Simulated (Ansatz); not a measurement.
# Data sheet: MgCdS₂ (DFT)

MgCdS2:
```
CELL_PARAMETERS angstrom
      4.12328     0.00000     0.00000
     -2.06164     3.57087     0.00000
      0.00000     0.00000     6.67200
ATOMIC_POSITIONS crystal
  Cd 0.33333 0.66667 0.00686
  S  0.33333 0.66667 0.39148
  Mg 0.66667 0.33333 0.50055
  S  0.66667 0.33333 0.87112
```

Space group P3m1 (No. 156); conventional cell a = b = 4.123 Å, c = 6.672 Å, α = β = 90.00°, γ = 120.00°.

Method: PBE (plane waves, PAW; program Ansatz). Geometry: relaxed at this level of theory. Other levels are named where they apply.

### Cell and energy

- Volume per atom: 24.56 Å³
- Density: 3.39 g/cm³
- Formation energy from the elements (no fitted shifts): -101 kJ/mol-atom

### Electronic structure

- Band gap = 1.92 eV (direct)
- Valence-band maximum = at Γ
- Conduction-band minimum = at Γ
- Electron effective mass = 0.19, 0.19, 0.20 mₑ (principal values)
- Hole effective mass, band 1 of 2 at the edge = 1.6 along x, 3.6 along z (mₑ)
- Hole effective mass, band 2 of 2 at the edge = 0.21 along x, 3.6 along z (mₑ)
- Gap with spin–orbit coupling = 1.90 eV

### Mechanics

Bulk modulus (Birch–Murnaghan fit): 54.0 GPa
Pressure derivative B′: 4.3

The start of the workflow was typed in or built on a structure type; neither database checked (COD, Materials Project) lists it. Whether it is the stable phase at ambient conditions was not checked. The cell was relaxed with PBE under the symmetry of its start; its stability against distortions is not shown here. The volume moved by 27 % from the start of the relaxation. The references are the lowest solids computed at this level, not always the standard phases. Spin–orbit coupling is left out wherever it is not named.

Potentials: the earlier of the program's two PAW sets.
